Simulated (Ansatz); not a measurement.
Sc6Te2Ru: do energies and stresses tell the same story?

These are results of DFT PBEsol, scalar-relativistic, plane waves, PAW in Ansatz, not measurements.

Settings: cutoff 420 eV, Γ-centred mesh 6×6×10 on the computed 9-atom cell, Gaussian smearing of 0.10 eV; no spin polarisation.

Relaxed cell: P-62m, a = 7.664 Å, b = 7.664 Å, c = 3.767 Å, α = 90.00°, β = 90.00°, γ = 120.00°, 9 atoms in the primitive cell. Whether it is the stable form of this composition wasn't checked.

Energies at zero smearing and pressures from the stress tensor, at volumes with shape and atoms relaxed:
| V (Å³/atom) | E − E(first) (meV/atom) | P (GPa) |
| --- | --- | --- |
| 20.013 | 0.00 | 5.62 |
| 20.652 | -16.12 | 2.59 |
| 21.291 | -21.05 | 0.01 |
| 21.929 | -16.50 | -2.18 |
| 22.568 | -3.93 | -4.03 |

Question: Check P = −dE/dV between neighbouring volumes, and get the bulk modulus from the pressures alone.

Answer: With 1 eV/Å³ = 160.2 GPa:
```json
{"middle V (Å³/atom)": "20.333", "−ΔE/ΔV (GPa)": "4.042", "mean P (GPa)": "4.101"}
{"middle V (Å³/atom)": "20.971", "−ΔE/ΔV (GPa)": "1.239", "mean P (GPa)": "1.297"}
{"middle V (Å³/atom)": "21.610", "−ΔE/ΔV (GPa)": "-1.144", "mean P (GPa)": "-1.088"}
{"middle V (Å³/atom)": "22.249", "−ΔE/ΔV (GPa)": "-3.152", "mean P (GPa)": "-3.105"}
```

The two differ by 0.06 GPa at most. The mean of two end pressures misses the average over a step by about ΔV² P″/12, up to 0.04 GPa here; with that taken off 0.03 GPa remains. The stress is the derivative of the free energy, not of the energy at zero smearing, and with free energies 0.01 GPa remains. Around V = 21.291 Å³/atom, the two neighbours give B = −V ΔP/ΔV = 21.291 × 4.77 / 1.277 = 79.5 GPa, against B0 = 79.1 GPa from the Birch–Murnaghan fit of the energies.